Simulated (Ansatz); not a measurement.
CaSe:
Space group Fm-3m (No. 225); a = b = c = 5.9579 Å, α = β = γ = 90.00°

```csv
atom,site,symmetry,x,y,z
Ca,4a,m-3m,0.0000,0.0000,0.0000
Se,4b,m-3m,0.5000,0.5000,0.5000
```
(The calculation used a cell of 2 atoms; values per cell refer to that cell.)

Relaxed with PBE.

**Question.** Give the optical modes at the zone centre with their infrared and Raman activity from DFPT, PBE in the plane-wave PAW code Ansatz.

**Answer.** Transverse frequencies, without the LO–TO term; a row sums one degenerate level.

```
ω (cm⁻¹)  degeneracy  IR ((D/Å)²/amu)  Raman (Å⁴/amu)  activity  symmetry
--------  ----------  ---------------  --------------  --------  --------
169                3            14.72               0        IR       T1u
```

**Question.** How high does the top mode go among those that the LO–TO term moves?

**Answer.** 253 cm⁻¹ for q along x.

Symmetry was held in the PBE relaxation; phonons on a q-mesh show no instability.

Potentials: the later of the program's two PAW sets.
